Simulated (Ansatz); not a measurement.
**InGa2N3: enthalpy against pressure**

InGa2N3, Cmc2_1, a = 10.021 Å, b = 5.780 Å, c = 5.398 Å. The structure is a Materials Project entry; whether it is the stable form wasn't checked. Ansatz: PBE, PAW, 420 eV, Γ-centred 6×6×6 mesh on 12 atoms, Gaussian smearing 0.02 eV; no spin polarisation. Cell and atoms are relaxed at each pressure, and no other structure is tried, so the rows at high pressure may lie past a change of phase. y is the enthalpy over the state at zero pressure; there V0 = 13.028 Å³/atom. The pressures are the targets, met within 0.02 GPa.

| P (GPa) | y (eV/atom) |
| --- | --- |
| -1.0 | -0.0816 |
| 0.0 | 0.0000 |
| 1.0 | 0.0811 |
| 4.0 | ? |
| 12.0 | 0.9423 |
| 25.0 | 1.9025 |

Q: Fit y = c1 P + c2 P² + c3 P³ to the other rows, say what c1 and c2 mean, and predict the missing value.

A: Least squares on the rows shown. y = 0.081347 P − 0.00025851 P² + 1.9450×10⁻⁶ P³. Since dH/dP = V, c1 is V0: 0.081347 eV/GPa × 160.2 = 13.032 Å³ against 13.028; c2 = −V0/(2B0) gives B0 = 157 GPa, where a Birch–Murnaghan fit to the volumes of the same runs (not shown) gives 155 GPa. At P = 4.0 the fit asked for gives 0.3214 eV/atom. The run gave 0.3212 eV/atom, so the fit is 0.0002 eV/atom too high, a small miss on the scale of the series.